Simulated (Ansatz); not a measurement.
Relaxed SnO (litharge type, space group P4/nmm):

```xyz
4
Lattice="3.7934 0.0000 0.0000 0.0000 3.7934 0.0000 0.0000 0.0000 4.7643" Properties=species:S:1:pos:R:3 pbc="T T T"
Sn     1.8967     0.0000     1.1462
Sn     0.0000     1.8967     3.6181
O      0.0000     0.0000     0.0000
O      1.8967     1.8967     0.0000
```

In this cell atom 4 (O, nearest neighbour Sn at 2.216 Å; its periodic images, 3.8 Å or more away, move with it) is moved by u·(1.000, 0.000, 0.000) + v·(0.000, 0.000, 1.000); the rest is frozen.

All values below come from r2SCAN+rVV10 (plane waves to 500 eV, PAW, scalar-relativistic; Ansatz, an electronic-structure program). k mesh 7×7×6 (Γ-centred), Fermi-Dirac smearing 0.05 eV. With partly filled bands, energies and forces of such displacements shift with the k mesh and the smearing. Fu and Fv are the components of the force on the atom. At this level the bands of SnO touch or barely overlap; measurements give the solid a gap. SnO was relaxed with its symmetry unable to fall. The last digit holds for this mesh only.

Changes of Fv (eV/Å) from the point u = 0.000 Å, v = 0.000 Å when one coordinate moves alone (two changes are said to add if the coupling is within 5 % of the smaller one, nearly so within 20 %):

```
point                      change
-------------------------  ------
u = 0.000 Å, v = -0.330 Å   2.319
u = 0.000 Å, v = -0.165 Å   1.227
u = -0.330 Å, v = 0.000 Å   1.455
u = -0.165 Å, v = 0.000 Å   0.326
u = 0.165 Å, v = 0.000 Å    0.326
u = 0.330 Å, v = 0.000 Å    1.455
u = 0.000 Å, v = 0.165 Å   -1.227
u = 0.000 Å, v = 0.330 Å   -2.319
```

Q: What is the change at u = -0.165 Å, v = 0.330 Å, where both move, and how far is it from the sum?

A: The sum of the single changes is 0.326 + (-2.319) = -1.993; the calculation gives -2.138, so the coupling contributes -0.145 (over 20 % of the smaller single change, not additive).

Q: Do the two effects add at u = -0.330 Å, v = -0.165 Å? Give the computed change.

A: The sum of the single changes is 1.455 + (1.227) = 2.682; the calculation gives 3.229, so the coupling contributes 0.547 (over 20 % of the smaller single change, not additive).

Q: Do the two effects add at u = -0.165 Å, v = 0.165 Å? Give the computed change.

A: The sum of the single changes is 0.326 + (-1.227) = -0.901; the calculation gives -0.986, so the coupling contributes -0.085 (over 20 % of the smaller single change, not additive).

(A displaced cell: forces are minus the slopes of the energy, force constants its curvatures, and phonons follow from these.)
